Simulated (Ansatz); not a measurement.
A geometry of Zr away from equilibrium: the start of the relaxation of a relaxed Zr cell, doubled along one cell vector, shaken by Gaussian noise of σ = 0.08 Å a coordinate. Computed with PBEsol (plane waves to 420 eV, PAW, scalar-relativistic; Ansatz, a program for electronic structure). Γ-centred k-mesh 6×12×12 on the run's cell (coarser than for final values), Fermi–Dirac smearing 0.05 eV.

```xyz
6
Lattice="3.1756 1.8335 15.4291 -1.5878 0.9167 7.7146 0.0000 -1.8335 7.7146" Properties=species:S:1:pos:R:3 pbc="T T T"
Zr     0.0416    -0.0574     0.0213
Zr     1.6210     0.8612     7.6367
Zr    -0.2412     0.0410     5.1735
Zr     1.6939     1.1735    12.8093
Zr     0.0675     0.0764    17.9295
Zr     1.6586     0.9206    25.7655
```

Problem. Which atoms carry the largest force, and which way does it point?

Solution. 2.15 eV/Å, on Zr3 (atoms numbered as listed); on Zr3 its components are (1.87, 1.06, 0.13).

Problem. What is the pressure?

Solution. +1.1 GPa, compression positive.

Problem. How much energy per atom can still be gained by relaxing?

Solution. 0.07 eV/atom; the path ends in R-3m (No. 166) (AFLOW prototype A_hR3_166_ac (C19, as in Sm)).

No spin polarisation in the result.

The end of the path is a generated cell of Zr: the first start was made by placing the elements on the sites of a structure type, and the end was not matched to a known phase here, so it may be hypothetical. Known forms of Zr include space group No. 194.
